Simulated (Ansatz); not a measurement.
Cu$_{3}$Sb in space group Pmmn (No. 59; Cu on 2b, Cu on 4e, Sb on 2a), PBEsol in the plane-wave PAW code Ansatz, all energies at zero smearing, with the estimated change up to a 700 eV cutoff added, with one set of potentials and settings (totals compare only within such a set). Cell of 8 atoms (6 Cu, 2 Sb): -52348.273 eV.

```
element             reference phase  E (eV/atom)
-------  --------------------------  -----------
Cu       Fm-3m, 1 atoms in the cell   -6588.7768
Sb        R-3m, 2 atoms in the cell   -6408.0873
```

Formation energy per atom, worked out: (-52348.273 − 6×(-6588.7768) − 2×(-6408.0873))/8 = 0.070 eV/atom (7 kJ per mol of atoms), at 0 K, without zero-point energy or fitted corrections.

The first step of the workflow began from a Materials Project structure, measured or hypothetical; the Crystallography Open Database copy checked does not list it. Its standing as an ambient phase is unchecked. The cell was relaxed with PBEsol under the symmetry of its start; whether a distortion lowers the energy is not shown. No spin polarisation was allowed. The references are the lowest solids computed at this level, not always the standard phases. Spin–orbit coupling is left out wherever it is not named.

Potentials: the later of the program's two PAW sets.
